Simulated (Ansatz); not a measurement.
# Structures of As2F: which is lowest?

Plane-wave DFT in Ansatz with scalar-relativistic PAW potentials, cutoff 420 eV, Γ-centred meshes chosen by cell and gap, Gaussian smearing with energies taken to zero width. Every cell was relaxed (cell and atoms) in a run of its own, within the symmetry of its start. Functional: PBE.

Relaxed structures (starts from databases or built by putting these elements on another compound's sites):
A. Fd-3m, 6 atoms in the computed cell, a = 7.475 Å; sites (symmetry × multiplicity) As .-3m × 16, F -43m × 8; start: built
B. I4/mcm, 6 atoms in the computed cell, a = 6.480 Å, c = 5.005 Å; sites (symmetry × multiplicity) As m.2m × 8, F 422 × 4; start: built
C. P6_3/mmc, 6 atoms in the computed cell, a = 3.615 Å, c = 10.240 Å; sites (symmetry × multiplicity) As 3m. × 4, F -6m2 × 2; start: built

**Question.** Rank them by energy. Could pressure change the order?

**Answer.**
```tsv
structure	group	E − E(lowest) (meV/atom)	V (Å³/atom)	gap on mesh (eV)
C	P6_3/mmc	0.0	19.32	0.00
A	Fd-3m	282	17.41	0.00
B	I4/mcm	282	17.51	0.00
```

C is lowest, 282 meV/atom under A. A is denser by 1.91 Å³/atom, so pressure favours it: ΔE/ΔV, with ΔE in eV and 1 eV/Å³ = 160.2 GPa, gives about 24 GPa for equal enthalpy if both cells were rigid; at such pressures compression changes ΔV much, so this is a scale only. Other structures may lie lower than all of these, and vibrations aren't counted.